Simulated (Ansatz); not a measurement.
ZnS (zinc blende)

```
CELL_PARAMETERS angstrom
      0.00000     2.67826     2.67826
      2.67826     0.00000     2.67826
      2.67826     2.67826     0.00000
ATOMIC_POSITIONS crystal
  S  0.25000 0.25000 0.25000
  Zn 0.00000 0.00000 0.00000
```

E(V) scan at fixed shape, V₀ the volume above. Symmetry pins the atoms to their sites.

Method: PBEsol (plane waves to 420 eV, PAW, scalar-relativistic; Ansatz, a first-principles code). k mesh 11×11×11 (Γ-centred), Fermi-Dirac smearing 0.05 eV. The energy includes the smearing's −TS. Compression counts positive. ZnS was relaxed with its symmetry unable to fall. ΔE is measured from the relaxed starting cell.

| V (Å³/atom) | ΔE (meV/atom) |
|---|---|
| 18.059 | 19.0 |
| 18.289 | 11.9 |
| 18.520 | 6.5 |
| 18.750 | 2.8 |
| 18.981 | 0.7 |
| 19.211 | 0.0 |
| 19.442 | 0.7 |
| 19.672 | withheld |
| 19.903 | 5.8 |
| 20.133 | 10.0 |
| 20.364 | 15.3 |

Problem. Fit a third-order Birch-Murnaghan form (E₀, V₀, B₀, B₀′ free) to the given rows and predict ΔE at V = 19.672.

Solution. Least squares on the 10 given rows: ΔE = E₀ + (9V₀B₀/16)·y²·[2 + (B₀′ − 4)y], y = (V₀/V)^(2/3) − 1, with V₀ = 19.208 Å³/atom, B₀ = 78.72 GPa (160.2 GPa = 1 eV/Å³; the term in eV is multiplied by 1000), B₀′ = 4.74, E₀ = 0.01 meV/atom; root-mean-square residual 0.01 meV/atom. At 19.672 the fit gives 2.6 meV/atom; the calculation gives 2.6 meV/atom, the same to the digits shown. For the pressure the fit gives -1.78 GPa against the computed -1.78 GPa.

(A scan under strain: stresses follow from slopes of the energy per volume, elastic moduli from its curvatures.)
